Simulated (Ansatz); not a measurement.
**Cl (begun as hcp type, now distorted hcp) under strong compression**

```xyz
2
Lattice="3.4861 0.0000 0.0000 -1.7431 3.0191 0.0000 0.0000 0.0000 3.9083" Properties=species:S:1:pos:R:3 pbc="T T T"
Cl    0.0000    2.0127    0.9771
Cl    1.7431    1.0064    2.9312
```

The cell comes from a relaxation on PAW files under the same functional, begun from a prototype that needn't be the stable phase.

The start type wasn't kept: the relaxed cell is distorted hcp.

Its volume is scaled, and at each volume shape and atoms are relaxed on PAW files; all methods then take that cell.

Computed with Ansatz 0.2.0; functional PBEsol, scalar-relativistic. Settings: a Γ-centred 15×15×8 k mesh, Fermi–Dirac smearing of 0.08 eV, no spin polarisation. Methods: LAPW: all electrons, basis error target 1 meV/atom; PAW: frozen-core files, cutoff 420 eV.

Energies are extrapolated to zero smearing and count from the unscaled cell; pressure is positive in compression; gaps take the mesh and a band path. No temperature or zero-point motion is included.

The PAW files were made under PBE. The structure type is held throughout; the real material can change phase at far lower pressure.

```tsv
V/V0	V (Å³/atom)	P LAPW (GPa)	ΔE LAPW (eV/atom)	P PAW − LAPW (GPa)	ΔE PAW − LAPW (meV/atom)	space group	shortest distance (Å)
1.00	20.57	0.01	0.000	-0.01	0.0	P6_3/mmc	2.805
0.90	18.51	4.80	0.026	-0.01	-0.1	P6_3/mmc	2.731
0.80	16.45	?	?	?	?	?	?
0.70	14.40	29.4	0.401	-0.05	-0.8	P6_3/mmc	2.571
0.60	12.34	59.9	0.951	-0.10	-1.6	P6_3/mmc	2.479
0.50	10.28	121.9	2.069	-0.23	-3.6	P6_3/mmc	2.369
```

Task: Fit the Vinet equation to the LAPW pressures shown (residuals weighted by 1/(|P| + 0.03·Pmax)), and predict the pressure of the withheld row.

Result: The fit gives V0 = 20.58 Å³/atom, B0 = 34.5 GPa and B0′ = 5.12. At 16.45 Å³/atom, x = (V/V0)^(1/3) = 0.9282, and P = 3·B0·(1 − x)/x²·exp[1.5·(B0′ − 1)·(1 − x)] = 13.46 GPa. The run itself gave 13.54 GPa (-0.6 % off) and ΔE = 0.137 eV/atom.

Task: From the table, what is the rise of the enthalpy H = E + pV up to the last row, and how stiff is the crystal between the last two rows?

Result: ΔH = 2.069 eV + (121.9 GPa × 10.28 Å³ − 0.01 GPa × 20.57 Å³) × 0.006242 eV/(GPa·Å³) = 9.89 eV/atom, of which pV makes 79 %. The mean bulk modulus there is −ΔP/Δln V = 340 GPa.
